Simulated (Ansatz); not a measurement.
The start is a generated cell, TaSi2 built in the AlB2 structure type. The structure is fully relaxed (lattice and positions, P = 0) with PBE (plane waves to 420 eV, PAW, scalar-relativistic; Ansatz, a quantum-chemistry and plane-wave program). The first steps use a coarse 6×6×5 k-mesh.

The start:
```yaml
crystal:
  lattice:
    - [4.20402, 0.00000, 0.00000]
    - [-2.10201, 3.64079, 0.00000]
    - [0.00000, 0.00000, 4.55195]
  atoms:
    - { symbol: Ta, position: [0.00000, 0.00000, 0.00000] }
    - { symbol: Si, position: [0.33333, 0.66667, 0.50000] }
    - { symbol: Si, position: [0.66667, 0.33333, 0.50000] }
```

Task: By how much does the energy per atom fall from start to end?

Result: 1.33 to 1.35 eV/atom (the two k-meshes of the run give this range).

Task: How does the volume change?

Result: -36.0 %, from 23.22 to 14.85 Å³/atom.

Task: How do the shortest distances between atoms change?

Result: The closest pairs of elements (up to four, under 3.6 Å), start → end: Si–Si 2.43 → 2.54 Å; Ta–Ta 4.20 → 2.65 Å; Si–Ta 3.33 → 2.87 Å.

Task: Is the relaxed structure metallic? Give its gap.

Result: Zero (metallic).

Task: Write out the relaxed structure.

Result: 
```cif
data_Si2Ta
_chemical_formula_sum 'Ta1 Si2'
_space_group_name_H-M_alt 'P6/mmm'
_space_group_IT_number 191
_space_group_name_Hall '-P 6 2'
_cell_length_a 4.40698
_cell_length_b 4.40698
_cell_length_c 2.64928
_cell_angle_alpha 90.000
_cell_angle_beta 90.000
_cell_angle_gamma 120.000
loop_
_atom_site_label
_atom_site_type_symbol
_atom_site_symmetry_multiplicity
_atom_site_Wyckoff_symbol
_atom_site_fract_x
_atom_site_fract_y
_atom_site_fract_z
_atom_site_occupancy
Ta1 Ta 1 a 0.00000 0.00000 0.00000 1
Si1 Si 2 d 0.33333 0.66667 0.50000 1
```

The space group stays P6/mmm (No. 191) (the run could not lower it), with 3 atoms in the primitive cell. Final values are on a 12×12×17 k-mesh of the relaxed cell. No spin polarisation in the result. The relaxed primitive cell holds an odd number of electrons. A magnetic state may lie lower.

The run could not lower the symmetry of its start; a shaken copy of this end point relaxes with PBE to I4/mmm (No. 139), 0.43 eV/atom lower.

The relaxed structure here is a generated cell of TaSi2: the first start was made by placing the elements on the sites of a structure type, and the end was not matched to a known phase here, so it may be hypothetical. Known forms of TaSi2 include space group No. 181.
